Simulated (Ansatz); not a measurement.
# How the field gradients follow the size of the cell in Ti

Reference cell: a structure deposited in the COD, whose atoms a relaxation with PBE at fixed cell left in place.

```cif
data_structure
_symmetry_space_group_name_H-M 'P 1'
_symmetry_Int_Tables_number 1
_cell_length_a 2.9500
_cell_length_b 2.9500
_cell_length_c 4.6860
_cell_angle_alpha 90.000
_cell_angle_beta 90.000
_cell_angle_gamma 120.000
_cell_volume 35.32
loop_
_atom_site_label
_atom_site_type_symbol
_atom_site_fract_x
_atom_site_fract_y
_atom_site_fract_z
_atom_site_occupancy
Ti1 Ti 0.33333 0.66667 0.25000 1
Ti2 Ti 0.66667 0.33333 0.75000 1
```

Sites (sets of like atoms) are named by element and the number of their first atom in this list.

Computed with Ansatz: DFT, PBE, plane waves and PAW, scalar-relativistic, 420 eV cutoff, Γ-centred 18×18×10 k-points, Fermi–Dirac smearing 0.05 eV.

The cell is scaled uniformly, and the ions relax again at each size.

| V/V₀ | Ti V_zz (η) |
| --- | --- |
| 0.94 | 2.13 (0.00) |
| 0.96 | 2.04 (0.00) |
| 0.98 | ? |
| 1.00 | 1.86 (0.00) |
| 1.02 | 1.78 (0.00) |
| 1.04 | 1.69 (0.00) |
| 1.06 | 1.61 (0.00) |

**Question.** Fill in the row for V/V₀ = 0.98 (V_zz in 10²¹ V/m²).

**Answer.** Ti: 1.95 (0.00). Worked for Ti: a power law through the other 6 rows, |V_zz| = 1.85 × (V/V₀)^-2.32, gives 1.94 at V/V₀ = 0.98, against 1.95 from the run (-0.4 %). Logarithmic slopes d ln|V_zz|/d ln V over the series: Ti -2.3. Point charges on a uniformly scaled lattice would give −1; charge that moves in the bonds makes the difference.

With no gap above 0.1 eV, as in a metal, the gradients converge slowly in k; expect changes of a tenth or more on a denser mesh.
